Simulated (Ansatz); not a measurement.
ScAlN$_{2}$ (I4_1/amd), zone-centre modes

These are results of Ansatz, DFT PBEsol, scalar-relativistic, plane waves, PAW, not measurements. Settings: plane waves to 420 eV, k-mesh 10×10×10 (Γ-centred), Gaussian smearing 0.05 eV. No spin polarisation.

Zero of the scan (relaxed at this level; it needn't be the usual structure):

```yaml
crystal:
  lattice:
    - [-2.17485, 2.17485, 4.17323]
    - [2.17485, -2.17485, 4.17323]
    - [2.17485, 2.17485, -4.17323]
  atoms:
    - { symbol: Sc, position: [0.75000, 0.25000, 0.50000] }
    - { symbol: Sc, position: [0.00000, 0.00000, 0.00000] }
    - { symbol: Al, position: [0.25000, 0.75000, 0.50000] }
    - { symbol: Al, position: [0.50000, 0.50000, 0.00000] }
    - { symbol: N, position: [0.48851, 0.98851, 0.50000] }
    - { symbol: N, position: [0.26149, 0.26149, 0.00000] }
    - { symbol: N, position: [0.01149, 0.51149, 0.50000] }
    - { symbol: N, position: [0.73851, 0.73851, 0.00000] }
```

Harmonic modes by finite displacements of 0.02 Å, without the LO–TO term.

Problem. At this geometry, is the structure stable against these modes?

Solution. Yes: no mode is imaginary beyond 10 cm⁻¹, and only the three translations lie near zero.

Problem. List the wavenumbers in cm⁻¹.

Solution. 0, 0, 0, 163, 163, 210, 210, 300, 300, 317, 319, 319, 357, 431, 444, 444, 493, 542, 542, 565, 565, 576, 584, 631.

Cost: 1 run of about 4 core-minutes, on Intel Xeon Platinum 8488C (Sapphire Rapids) (shared hosts).